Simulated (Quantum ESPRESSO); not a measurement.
Simulation results for Si2AsNO5 (made-up cell)

All values are calculated (Quantum ESPRESSO 7.5). Calculation on a made-up crystal cell, not a measurement: periodic Kohn-Sham density functional theory in plane waves with PseudoDojo standard norm-conserving scalar-relativistic pseudopotentials, each functional with its own files (v0.5 for PBE, v0.4.1 for LDA and PBEsol), no spin polarisation, no spin-orbit coupling, atoms not relaxed, stress positive in tension, energies less a fixed whole-eV offset for each atom's element; levels are Kohn-Sham levels at fractions of this cell's reciprocal vectors, counted from the reference band (half the neutral cell's valence electrons, rounded up) at Gamma; error bars cover cutoff and k-mesh only, not smearing or the files; each bar is the largest change over components, and at least 0.002 eV, 0.002 eV per angstrom or 0.02 GPa; added strain carries the atoms with the cell, and shear is the tensor component; no dispersion term; energies are for the whole cell, and the offsets were chosen from early runs and are not element reference energies.

Si2AsNO5 (made-up cell)

Unstrained structure:
```
cell vectors (Å)
   4.8968    -0.0621     0.0503
  -2.5022     4.3095    -0.0355
   0.0556    -0.0132     5.4496
atoms (fractions of the cell vectors)
Si  0.47374  0.00049  0.67520
Si -0.01117  0.46476  0.33308
As  0.53984  0.53869  0.00414
O   0.42052  0.27279  0.78540
O   0.73565  0.15115  0.44573
O   0.85919  0.59182  0.11944
N   0.26098  0.41468  0.21620
O   0.14432  0.72916  0.55788
O   0.58806  0.85924  0.87557
```

Here we set lattice type quartz, functional pbe, cutoff 1143 eV, fermi dirac smearing 0.025 eV, scf tolerance 1e-07 eV, electrons removed 0, added strain kind uniform, added strain -0.0034, k mesh 5 x 5 x 4, shifted by half a step and structure shown before the added strain of -0.0034.

Results for Si2AsNO5 (made-up cell): free energy less offsets 7.605 eV; scf iterations 12; smearing term minus ts 0 eV; pressure 21.88 GPa; stress xx -27.04 GPa; stress yy -19.45 GPa; stress zz -19.15 GPa; stress yz 3.847 GPa; stress xz -0.9191 GPa; stress xy 0.5237 GPa; reference band 29; error bar energy 0.003169 eV; error bar stress 0.02 GPa; error bar force 0.002002 eV/Å; error bar next band up 0.002 eV; error bars from tighter rerun of a related cell.

Atoms:
| atoms element | atom site | atom energy offset (eV) |
| --- | --- | --- |
| Si | 1 | -115 |
| Si | 2 | -115 |
| As | 3 | -2887 |
| O | 4 | -452 |
| O | 5 | -452 |
| O | 6 | -452 |
| N | 7 | -283 |
| O | 8 | -452 |
| O | 9 | -452 |

Forces:
| site | x (eV/Å) | y (eV/Å) | z (eV/Å) |
| --- | --- | --- | --- |
| 1 | -0.9063 | 0.05079 | -3.823 |
| 2 | 1.847 | 2.935 | 0.7605 |
| 3 | -4.55 | -1.153 | 1.842 |
| 4 | 0.1729 | -1.423 | -2.27 |
| 5 | -2.046 | -3.289 | 2.333 |
| 6 | 3.856 | 1.835 | 0.378 |
| 7 | 1.243 | -1.091 | 0.3812 |
| 8 | -0.8573 | 0.03241 | 0.2778 |
| 9 | 1.241 | 2.103 | 0.1212 |

Levels:
| level k point | next band up (eV) |
| --- | --- |
| Gamma | 3.842 |
| (1/2,1/2,1/2) | 5.328 |
| (0.15,0,0) | 4.105 |
| (0,0.15,0) | 4.166 |
| (0,0,0.15) | 4.042 |
